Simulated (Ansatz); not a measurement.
A trial cell of Al₅VN₆, before relaxation:

Space group P-3m1 (No. 164). a = 3.309 Å, b = 3.309 Å, c = 16.209 Å, α = 90.00°, β = 90.00°, γ = 120.00°
```tsv
atom	site	symmetry	x	y	z
Al	1a	-3m.	0.0000	0.0000	0.0000
Al	2d	3m.	0.3333	0.6667	0.8333
Al	2d	3m.	0.6667	0.3333	0.6667
V	1b	-3m.	0.0000	0.0000	0.5000
N	2d	3m.	0.6667	0.3333	0.9167
N	2c	3m.	0.0000	0.0000	0.7500
N	2d	3m.	0.3333	0.6667	0.5833
```

Computed with Ansatz 0.2.0, DFT PBE, scalar-relativistic, plane waves, PAW. Cutoff 420 eV, Gaussian smearing, Γ-centred meshes. Cell and atoms relax first on a coarse mesh and then on a finer one. In between, the cell is made exact in the group found at 0.06 Å. In metals the finer mesh still leaves noise of several meV/atom or more. The steps can't lower the symmetry of their start. Collinear spin, starting moments V 2.0 μB; they died out on the coarse mesh, so the last step has no spin.

A guess keeps its type if space group and coordination stay and the shape of the cell changes little (axis ratios within about 15 %, angles within 6°); the volume may change.

Q: Does this structure survive the relaxation?

A: It keeps its type. The symmetry stays P-3m1 (No. 164). The volume per atom shrinks by 33.8 %, from 12.8 to 8.5 Å³. The shortest distance goes from 2.34 Å (Al–N and V–N) to 2.01 Å (Al–N). The ratio c/a of the conventional cell changes by a factor of 1.02. Counting neighbours within 15 % of an atom's shortest distance, the start has Al 6, N 6, V 6 and the end Al 6, N 6, V 6.

The last run used an 18×18×4 mesh (in the run's order of axes) for its 12-atom cell and Gaussian smearing of 0.10 eV. Trial moments died out on the coarse mesh, so the last step has no spin; another magnetic start might hold. Symmetry constrained the relaxation, so the result can be a saddle point.
